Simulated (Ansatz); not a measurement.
Theory: DFT PBE, scalar-relativistic, plane waves, PAW in Ansatz 0.2.0. Settings: cutoff 420 eV, Γ-centred meshes spaced at most about 0.3 Å⁻¹, and about 0.25 Å⁻¹ or finer for metals (2π included), Gaussian smearing. No spin polarisation in the final relaxations.

All energies are static (0 K, no zero-point motion).

Compare these two cells of Lu2SiF3, each relaxed at this level.

1.

Space group P6/mmm (No. 191). a = 7.226 Å, b = 7.226 Å, c = 3.317 Å, α = 90.00°, β = 90.00°, γ = 120.00°
| atom | site | symmetry | x | y | z |
| --- | --- | --- | --- | --- | --- |
| Lu | 2d | -6m2 | 0.3333 | 0.6667 | 0.5000 |
| Si | 1a | 6/mmm | 0.0000 | 0.0000 | 0.0000 |
| F | 3g | mmm | 0.5000 | 0.0000 | 0.5000 |

2.

Space group I4/mmm (No. 139). a = 4.694 Å, b = 4.694 Å, c = 10.042 Å, α = 90.00°, β = 90.00°, γ = 90.00°
```tsv
atom	site	symmetry	x	y	z
Lu	4e	4mm	0.5000	0.5000	0.2931
Si	2b	4/mmm	0.5000	0.5000	0.0000
F	4d	-4m2	0.0000	0.5000	0.2500
F	2a	4/mmm	0.0000	0.0000	0.0000
```

Question: Which would you expect to be lower, and how large is the difference?

Answer: Cell 2 is lower, by 111 meV/atom. Cell 1 has space group P6/mmm (No. 191), 25.0 Å³/atom and no gap on its mesh; cell 2 has space group I4/mmm (No. 139), 18.4 Å³/atom and no gap. The shortest distance is 2.09 Å (Lu–F) in cell 1 and 2.08 Å (Lu–F) in cell 2. The denser one is the lower, and pressure would at first widen the difference. In cell 1, Lu has 3 F at 2.09 Å; Si has 2 Si at 3.32 Å (long against covalent radii, as for large ions); F has 2 Lu at 2.09 Å. In cell 2, Lu is surrounded by 1 F at 2.08 Å, 4 F at 2.39 Å and 1 Si at 2.94 Å; around Si lie 2 Lu at 2.94 Å and 12 F at 3.32–3.44 Å; F on a site of symmetry -4m2 has 4 Lu at 2.39 Å, 8 F at 3.32–3.44 Å and 4 Si at 3.44 Å; 1 more site not described. Both come from invented guesses. A third cell relaxed alike, in P6/mmm, lies 265 meV/atom below the lower of the two.

In P6/mmm, I4/mmm an odd number of electrons in the primitive cell allows no gap without spin; a larger cell or a magnetic state could open one. A magnetic state wasn't ruled out in cells without spin, among them P6/mmm, I4/mmm. Cells relaxed within their symmetry can be saddle points.
